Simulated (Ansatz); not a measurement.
# K2SbF5: the gap from level to level

A database entry relaxed whole under r2SCAN at zero pressure (Cmcm, No. 63):

```
CELL_PARAMETERS angstrom
3.11247 -6.63693 0.00000
3.11247 6.63693 0.00000
0.00000 0.00000 6.55094
ATOMIC_POSITIONS crystal
K 0.24409 0.75591 0.25000
K 0.75591 0.24409 0.75000
K 0.43882 0.56118 0.75000
K 0.56118 0.43882 0.25000
Sb 0.91101 0.08899 0.25000
Sb 0.08899 0.91101 0.75000
F 0.11897 0.35716 0.03373
F 0.88103 0.64284 0.53373
F 0.35716 0.11897 0.96627
F 0.64284 0.88103 0.46627
F 0.88103 0.64284 0.96627
F 0.11897 0.35716 0.46627
F 0.64284 0.88103 0.03373
F 0.35716 0.11897 0.53373
F 0.76352 0.23648 0.25000
F 0.23648 0.76352 0.75000
```

Its volume is 16.92 Å³ an atom, -3.1 % against the entry's 17.45, a cell as deposited in COD (1992).

Single points on this cell with plane-wave PAW DFT (Ansatz 0.2.0; r2SCAN 500 eV, hybrids 420 eV; fermi-dirac occupations of width 0.020 eV; no moments): r2SCAN on a 6×6×4 Γ-centred mesh; r2SCAN with spin-orbit coupling on a 2×2×2 Γ-centred mesh; HSE06 on a 4×4×2 Γ-centred mesh; PBE0 on a 4×4×2 Γ-centred mesh.

Question: How do gap, pressure and charges move from level to level?

Answer: The runs give:

```tsv
level	gap (eV), or kind	pressure (GPa)	Bader charge of K (e)	Bader charge of Sb (e)	Bader charge of F (e)
r2SCAN	5.28	0.0	+0.91	+2.18	-0.80
r2SCAN with spin-orbit coupling	5.25	0.0	+0.91	+2.18	-0.80
HSE06	its mesh misses the band edges	0.9	+0.91	+2.21	-0.81
PBE0	its mesh misses the band edges	0.8	+0.91	+2.21	-0.81
```

Under r2SCAN the gap is 5.28 eV, over mesh and band path. Spin-orbit coupling moves the r2SCAN gap by -0.03 eV.

Caveats: the relaxation kept the start's symmetry; hybrid pressures are good to a few tenths of a GPa; pressure is positive in compression.
